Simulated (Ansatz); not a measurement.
BC5 in space group P3m1 (No. 156; Pearson symbol hP6) under volume change, DFT-LDA in the program Ansatz with PAW potentials, shape and atoms relaxed at each volume.

```json
[
 {"V (Å³/atom)": "5.279", "E − E(relaxed) (meV/atom)": "68.7", "P (GPa)": "45.37"},
 {"V (Å³/atom)": "5.453", "E − E(relaxed) (meV/atom)": "29.0", "P (GPa)": "28.07"},
 {"V (Å³/atom)": "5.627", "E − E(relaxed) (meV/atom)": "6.9", "P (GPa)": "13.04"},
 {"V (Å³/atom)": "5.801", "E − E(relaxed) (meV/atom)": "0.0", "P (GPa)": "-0.01"},
 {"V (Å³/atom)": "5.975", "E − E(relaxed) (meV/atom)": "6.3", "P (GPa)": "-11.36"},
 {"V (Å³/atom)": "6.149", "E − E(relaxed) (meV/atom)": "24.1", "P (GPa)": "-21.22"},
 {"V (Å³/atom)": "6.323", "E − E(relaxed) (meV/atom)": "51.9", "P (GPa)": "-29.79"}
]
```

Problem. What does a third-order Birch–Murnaghan fit give for V₀, B₀ and B′?

Solution. V₀ = 5.80 Å³/atom, B₀ = 405 GPa, B′ = 3.7.

The workflow started from a Materials Project entry (that database holds measured and hypothetical structures alike); the Crystallography Open Database copy checked does not list it. Whether it is the stable phase at ambient conditions was not checked. The cell was relaxed with LDA under the symmetry of its start; its stability against distortions is not shown here. Its formation energy is positive at this level, so the cell may be metastable or incomplete.

Potentials: the later of the program's two PAW sets.
